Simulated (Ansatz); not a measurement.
Hf:
```
Hf
1.0
   -1.76886     1.76886     1.76886
    1.76886    -1.76886     1.76886
    1.76886     1.76886    -1.76886
Hf
1
Cartesian
  0.00000   0.00000   0.00000
```

Relaxed with r²SCAN. Special points in fractions of this cell's reciprocal vectors: Γ (0.000, 0.000, 0.000); H (0.500, -0.500, 0.500); N (0.000, 0.000, 0.500); P (0.250, 0.250, 0.250).

Question: List the band energies nearest the Fermi level at these points for plane-wave PAW r²SCAN with spin–orbit coupling (Ansatz code).

Answer: In eV from the Fermi level; about four levels below and three above (degenerate sets whole), none deeper than 8.9 eV; points with the same levels are listed once.

| k | below | above |
|---|---|---|
| Γ | -7.44 -7.44 | 1.60 1.60 1.60 1.60 |
| H | -2.80 -2.80 -2.80 -2.80 | 6.31 6.31 6.98 6.98 6.98 6.98 |
| N | -3.54 -3.54 -0.46 -0.46 | 0.84 0.84 4.47 4.47 |
| P | -0.57 -0.57 -0.57 -0.57 | 5.66 5.66 5.66 5.66 |

Space group Im-3m (bcc (W type)). This is a known high-temperature phase of the composition, computed here at zero pressure and temperature. The cell was relaxed with r²SCAN under the symmetry of its start. At this level the phase is mechanically unstable. The run is not spin-polarised.

Potentials: the later of the program's two PAW sets.
